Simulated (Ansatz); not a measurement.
Given:

InF₃:
```
InF3
1.0
    2.65200     1.53113     4.86462
   -2.65200     1.53113     4.86462
    0.00000    -3.06227     4.86462
In F
2 6
Direct
  0.50000   0.50000   0.50000
  0.00000   0.00000   0.00000
  0.38210   0.75000   0.11790
  0.61790   0.25000   0.88210
  0.11790   0.38210   0.75000
  0.88210   0.61790   0.25000
  0.75000   0.11790   0.38210
  0.25000   0.88210   0.61790
```

This is the r²SCAN-relaxed structure.

Task: All from the program Ansatz at the r²SCAN level (PAW), unless another level is named. Predict the Bader charges.

Result: In +2.25, F -0.75 e.

Task: Give the static dielectric constant ε0 (ions relaxed, cell fixed).

Result: 5.82 (xx = yy), 6.48 (zz).

Task: Give the Born charges (a third of the trace).

Result: In +3.25, F -1.08 e.

Space group R-3c. The workflow started from a Materials Project entry (that database holds measured and hypothetical structures alike); the Crystallography Open Database files this formula in space group No. 167, but the cells were not matched. Its standing as an ambient phase is unchecked. Symmetry was held in the r²SCAN relaxation; its stability against distortions is not shown here. Scalar-relativistic: spin–orbit coupling is off unless named, which matters more the heavier the elements.

Potentials: the later of the program's two PAW sets.
